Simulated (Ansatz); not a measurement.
# Data sheet: GaPd₃C (DFT)

GaPd₃C:
```
GaPd3C
1.0
    4.11491     0.00000     0.00000
    0.00000     4.11491     0.00000
    0.00000     0.00000     4.11491
Ga Pd C
1 3 1
Direct
  0.00000   0.00000   0.00000
  0.00000   0.50000   0.50000
  0.50000   0.00000   0.50000
  0.50000   0.50000   0.00000
  0.50000   0.50000   0.50000
```

Space group Pm-3m (No. 221), anti-perovskite; conventional cell a = b = c = 4.1149 Å, α = β = γ = 90.00°.

Method: plane-wave PAW r²SCAN (Ansatz code). Structure relaxed to zero pressure with the same functional. Other levels are named where they apply.

**Cell and energy**

```json
{
 "volume_per_atom": "13.94 Å³",
 "density": "9.56 g/cm³",
 "Formation energy from the elements (no fitted shifts)": "0.13 eV/atom"
}
```

**Electronic structure**

```json
{
 "electronic_character": "metallic (no gap)",
 "Density of states at the Fermi level": "0.45 states/eV per atom (mean over ±0.08 eV)",
 "Gap with spin–orbit coupling": "none (metallic)"
}
```

**Mechanics**

```json
{
  "Bulk modulus (Birch–Murnaghan fit)": "178 GPa",
  "Pressure derivative B′": "5.1",
  "Elastic constants (relaxed ions, GPa)": "C11 = 271, C12 = 132, C44 = 20.9",
  "mechanical_stability": "stable (all eigenvalues of C positive)",
  "hill_bulk_and_shear_moduli": "178 and 34.7 GPa",
  "Young's modulus": "97.7 GPa",
  "Poisson's ratio": "0.41",
  "debye_temperature_from_the_elastic_constants": "267 K"
}
```

The start of the workflow was typed in or built on a structure type; neither database checked (COD, Materials Project) lists it. Whether it is the stable phase at ambient conditions was not checked. The cell was relaxed with r²SCAN under the symmetry of its start; whether a distortion lowers the energy is not shown. No spin polarisation was allowed. As this level gives no gap, shear constants depend on the k-mesh and smearing (Fermi–Dirac, 0.1 eV here). The references are the lowest solids computed at this level, not always the standard phases. Spin–orbit coupling is left out wherever it is not named.

Potentials: the earlier of the program's two PAW sets. The files were generated under PBE; for other functionals the program regenerates the frozen cores, and for LDA and PBEsol the local potential too.
